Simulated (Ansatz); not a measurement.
SiNF:
```yaml
crystal:
  lattice:
    - [0.15788, 0.10243, -5.37919]
    - [1.63134, -4.68902, 0.00000]
    - [-4.80914, 0.00000, 0.00000]
  atoms:
    - { symbol: Si, position: [0.77873, 0.45029, 0.48675] }
    - { symbol: Si, position: [0.33189, 0.56156, 0.84810] }
    - { symbol: Si, position: [0.54925, 0.02926, 0.65548] }
    - { symbol: N, position: [0.76841, 0.12179, 0.47774] }
    - { symbol: F, position: [0.05438, 0.61629, 0.67622] }
    - { symbol: N, position: [0.33682, 0.23429, 0.84525] }
    - { symbol: F, position: [0.84006, 0.50294, 0.18921] }
    - { symbol: F, position: [0.28629, 0.79700, 0.15615] }
    - { symbol: N, position: [0.55416, 0.68658, 0.66509] }
```

Relaxed with r²SCAN. Independent-particle spectrum: no excitons, no local fields, no scissors shift; 0.1 eV broadening; ε₁ of the summed bands alone.

Q: Tabulate the dielectric function from DFT-r²SCAN in the program Ansatz with PAW potentials.

A: 

```csv
E (eV),ε₁ xx,ε₂ xx,ε₁ yy,ε₂ yy,ε₁ zz,ε₂ zz
0.0,2.64,0.00,2.98,0.00,2.69,0.00
0.5,2.65,0.00,2.98,0.00,2.70,0.00
1.0,2.66,0.00,3.00,0.00,2.71,0.00
1.5,2.69,0.00,3.03,0.00,2.74,0.00
2.0,2.72,0.00,3.08,0.00,2.77,0.00
2.5,2.77,0.00,3.14,0.00,2.82,0.00
3.0,2.83,0.00,3.23,0.00,2.89,0.00
3.5,2.92,0.00,3.34,0.00,2.99,0.00
4.0,3.05,0.00,3.50,0.00,3.13,0.00
4.5,3.26,0.01,3.72,0.00,3.44,0.04
5.0,3.62,0.13,4.05,0.02,3.59,0.32
5.5,3.89,0.47,4.66,0.08,3.88,0.50
6.0,3.90,1.12,5.55,0.87,3.75,1.36
6.5,3.33,2.65,6.70,4.42,3.43,2.40
7.0,2.78,1.47,3.02,3.00,2.52,1.54
7.5,3.16,1.65,3.33,2.67,2.67,1.07
8.0,2.83,1.61,2.87,3.58,3.13,1.31
8.5,3.25,1.51,2.01,3.33,3.52,1.39
9.0,3.01,2.90,2.16,2.68,3.26,2.54
9.5,1.98,2.52,2.54,3.04,2.65,2.32
10.0,1.84,2.06,1.73,3.09,2.50,2.55
10.5,2.06,1.86,1.89,3.28,2.31,2.03
11.0,1.99,2.12,0.09,3.97,2.71,2.61
11.5,1.81,1.97,0.41,2.44,1.71,2.97
12.0,2.17,2.12,0.47,2.75,1.40,3.17
```

Q: From ε at 5.1 eV (xx: 3.68 + 0.22i), find n, k, the normal reflectivity and the absorption coefficient.

A: n = 1.92, k = 0.057, R = 10 %, α = 2kE/ħc = 29000 cm⁻¹.

With all bands, ε∞ without local fields is 2.77 (xx), 3.10 (yy), 2.82 (zz).

Space group P1. The start of the workflow was typed in or built on a structure type; neither database checked (COD, Materials Project) lists it. Its standing as an ambient phase is unchecked. The cell was relaxed with r²SCAN; whether a distortion lowers the energy is not shown.

Potentials: the earlier of the program's two PAW sets. The files were generated under PBE; for other functionals the program regenerates the frozen cores, and for LDA and PBEsol the local potential too.
